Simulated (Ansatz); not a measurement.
Ta, DFT, PBEsol, all-electron PAW with datasets made for the crystal, scalar-relativistic (Ansatz 0.2.0), run on 1 thread of Arm Neoverse V2 on a shared host.

The geometry is COD entry 1541266, unchecked; take it as a test cell. The listed cell was then made from it by scaling, straining or moving an atom.

Command: `ansatz run input.yaml --threads 1 --pin off --max-ram 3072MiB --backend cpu --events-out ev --progress --plain --runs-dir out`

```yaml
crystal:
  lattice:
    - [-1.65128, 1.65128, 1.6182544]
    - [1.65128, -1.65128, 1.6182544]
    - [1.65128, 1.65128, -1.6182544]
  atoms:
    - { symbol: Ta, position: [0.0, 0.0, 0.0] }
kpoints:
  mp_grid: { grid: [17, 17, 17] }
scf:
  occupations: { method: fermi_dirac, width: 0.08 }
hamiltonian:
  xc: pbesol
  pseudopotentials: { kind: all_electron, datasets: crystal }
output:
  forces: true
  stress: true
  eigenvalues: true
  efg: { contact_densities: true }
```

(1) How large is the problem that the program sets up?

(2) About how long does it take, and how much memory does it use?

(3) And the same cell and mesh by frozen-core PAW, asked for forces, stress, eigenvalues, efg, on the same hardware?

Results:

(1) 405 irreducible k-points, 141 plane waves at Γ, 11 bands.

(2) 29 s of wall time for 7 SCF iterations, with a peak of 0.8 GiB. Times on shared machines scatter by tens of per cent.

(3) 4.6 s, peak memory 0.39 GiB.
